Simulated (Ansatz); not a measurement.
**Equation of state of HfB2**

```xyz
3
Lattice="3.1400 0.0000 0.0000 -1.5700 2.7193 0.0000 0.0000 0.0000 3.4800" Properties=species:S:1:pos:R:3 pbc="T T T"
Hf    0.0000    0.0000    0.0000
B     0.0000    1.8129    1.7400
B     1.5700    0.9064    1.7400
```

The conventional cell has a = 3.140 Å, b = 3.140 Å, c = 3.480 Å, α = 90.00°, β = 90.00°, γ = 120.00°. Hf (atom 1) is surrounded by 12 B at 2.51 Å. B (atom 2) is surrounded by 3 B at 1.81 Å.

The cell comes from COD entry 1510711, which wasn't checked; take it as a given geometry.

No spin–orbit coupling, which matters for the heavy atoms here.

Levels of theory: DFT, PBEsol, all-electron LAPW, scalar-relativistic (Ansatz 0.2.0); DFT, PBEsol, PAW with Ansatz's default frozen-core files, scalar-relativistic (Ansatz 0.2.0).

For LAPW: a Γ-centred 15×15×12 k mesh, Fermi–Dirac smearing of 0.03 eV, basis error target 1 meV/atom, no spin polarisation. PAW takes a cutoff of 420 eV at this cell (files made with PBE, cores remade for this functional). The Ansatz runs share mesh, smearing and spin set-up. Plane-wave (PAW) pressures include the program's estimate of the Pulay term.

The cell above is scaled evenly, with fractional coordinates and shape held.

```
V/V(cell)  V (Å³/atom)  P, LAPW (GPa)  P, PAW (GPa)  free energy over the lowest listed, PAW (meV/atom)
   0.9400        9.311          12.81         12.74                                                16.2
   0.9600        9.509           6.53          6.46                                                 4.4
   0.9800        9.707           0.85          0.78                                                 0.0
   0.9900        9.806          -1.79         -1.85                                                 0.3
   1.0000        9.905          -4.30         -4.36                                                 2.3
   1.0100       10.004          -6.70         -6.75                                                 5.7
   1.0200       10.103          -8.97         -9.03                                                10.6
   1.0400       10.301              ?             ?                                                   ?
   1.0600       10.499         -17.04        -17.09                                                43.2
```

Q: Fill in the row V/V(cell) = 1.0400.

A: P, LAPW (GPa) = -13.20, P, PAW (GPa) = -13.26, free energy over the lowest listed, PAW (meV/atom) = 24.4.

Q: What do Birch–Murnaghan fits to the pressures give?

A: LAPW: V0 = 9.74 Å³/atom, B0 = 262 GPa, B0′ = 3.9; PAW: V0 = 9.74 Å³/atom, B0 = 262 GPa, B0′ = 3.9.

PAW's V0 lies -0.02 % from the all-electron value and its B0 0.0 %. With shape and internal coordinates held, B0 is an upper bound to the relaxed modulus.
